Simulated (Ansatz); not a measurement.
Starting cell, ScAl$_{3}$ (Cu3Au type):

```yaml
crystal:
  lattice:
    - [4.10588, 0.00000, 0.00000]
    - [0.00000, 4.10588, 0.00000]
    - [0.00000, 0.00000, 4.10588]
  atoms:
    - { symbol: Al, position: [0.00000, 0.50000, 0.50000] }
    - { symbol: Al, position: [0.50000, 0.50000, 0.00000] }
    - { symbol: Al, position: [0.50000, 0.00000, 0.50000] }
    - { symbol: Sc, position: [0.00000, 0.00000, 0.00000] }
```

In this cell atom 2 (Al, nearest neighbour Al at 2.903 Å; its periodic images, 4.1 Å or more away, move with it) is moved by s along Cartesian [111], unit vector (0.577, 0.577, 0.577); all other atoms and the cell stay fixed.

All values below come from PBE (plane waves to 420 eV, PAW, scalar-relativistic; Ansatz, a program for electronic structure). k mesh 9×9×9 (Γ-centred), Fermi-Dirac smearing 0.05 eV. The energy includes the smearing's −TS. With partly filled bands, energies and forces of such displacements shift with the k mesh and the smearing. ScAl3 is run without spin polarisation. ScAl3 was relaxed with its symmetry unable to fall. ΔE is measured from the undisplaced structure. The last digit holds for this mesh only.

```tsv
s (Å)	ΔE (meV/cell)
-0.290	245.8
-0.232	154.9
-0.174	withheld
-0.116	37.9
-0.058	9.4
0.000	0.0
0.058	9.4
0.116	37.9
0.174	withheld
0.232	154.9
0.290	245.8
```

Q: Fit an even polynomial form (powers 2, 4) to the given rows and predict ΔE at s = 0.174.

A: Least squares on the 9 given rows: ΔE = (2798)·s² + (1489)·s⁴, in meV/cell with s in Å; root-mean-square residual 0.03 meV/cell. At 0.174 the fit gives 86.1 meV/cell; the calculation gives 86.1 meV/cell, the same to the digits shown. The quadratic term alone would give 84.7 meV/cell.

(For displaced atoms, the force is minus the slope of the energy, and its curvature is a force constant, which sets phonon frequencies.)
